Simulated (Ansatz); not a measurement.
BIr:
```
BIr
1.0
    2.72273     0.00000     0.00000
    0.00000     2.72273     0.00000
    0.00000     0.00000     2.72273
Ir B
1 1
Direct
  0.00000   0.00000   0.00000
  0.50000   0.50000   0.50000
```

This is the r²SCAN-relaxed structure.

Task: All from DFT-r²SCAN in the program Ansatz with PAW potentials, unless another level is named. Estimate the electronic character.

Result: metallic (no gap).

Task: Predict the density of states at the Fermi level.

Result: 0.13 states/eV per atom (mean over ±0.08 eV).

Task: Predict the formation energy from the elements (no fitted shifts).

Result: 0.18 eV/atom.

Task: What about the gap with spin–orbit coupling?

Result: none (metallic).

Space group Pm-3m (CsCl type). The cell is a constructed one: a structure type filled with these elements; neither database checked (COD, Materials Project) lists it. Its standing as an ambient phase is unchecked. The r²SCAN relaxation kept the symmetry of its start. At this level the phase is mechanically unstable. No spin polarisation was allowed. The references are the lowest solids computed at this level, not always the standard phases. Scalar-relativistic: spin–orbit coupling is off unless named, which matters more the heavier the elements.

Potentials: the earlier of the program's two PAW sets.
